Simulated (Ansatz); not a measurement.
Zr (hcp, Mg type)

```
CELL_PARAMETERS angstrom
      6.46319     0.00000     0.00000
     -1.61580     2.79864     0.00000
      0.00000     0.00000     5.17363
ATOMIC_POSITIONS crystal
  Zr 0.16667 0.66667 0.75000
  Zr 0.66667 0.66667 0.75000
  Zr 0.33333 0.33333 0.25000
  Zr 0.83333 0.33333 0.25000
```

The atoms are displaced by Q × the pattern below (from a DFPT mode at M = (0.5, 0.0, 0.0), largest move 1; Q in Å), at fixed cell. (q is in reciprocal vectors of the primitive cell; the cell shown is doubled to hold the pattern.)

```json
[
 {"atom": "Zr1", "x": "-0.500", "y": "0.866", "z": "0.000"},
 {"atom": "Zr2", "x": "0.500", "y": "-0.866", "z": "0.000"},
 {"atom": "Zr3", "x": "0.500", "y": "-0.866", "z": "0.000"},
 {"atom": "Zr4", "x": "-0.500", "y": "0.866", "z": "0.000"}
]
```

Computed with PBE (plane waves to 420 eV, PAW, scalar-relativistic; Ansatz, an electronic-structure program). k mesh 17×17×9 (Γ-centred), Fermi-Dirac smearing 0.05 eV. The energy includes the smearing's −TS. With partly filled bands, energies and forces of such displacements shift with the k mesh and the smearing. The PAW data are Ansatz's earlier set. Zr is run without spin polarisation. Zr was relaxed with its symmetry unable to fall. The zero of ΔE is the undisplaced structure.

```json
[
 {"Q (Å)": "-0.100", "ΔE (eV/cell)": "0.149"},
 {"Q (Å)": "-0.067", "ΔE (eV/cell)": "0.068"},
 {"Q (Å)": "-0.033", "ΔE (eV/cell)": "0.017"},
 {"Q (Å)": "0.000", "ΔE (eV/cell)": "0.000"},
 {"Q (Å)": "0.033", "ΔE (eV/cell)": "0.017"},
 {"Q (Å)": "0.067", "ΔE (eV/cell)": "0.068"},
 {"Q (Å)": "0.100", "ΔE (eV/cell)": "0.149"}
]
```

Which DFPT wavenumber at M = (0.5, 0.0, 0.0) belongs to this mode?
A) 150 cm⁻¹
B) 173 cm⁻¹
C) 73 cm⁻¹

A, 150 cm⁻¹. The curvature of the scan gives 151 cm⁻¹

(A displaced cell: forces are minus the slopes of the energy, force constants its curvatures, and phonons follow from these.)
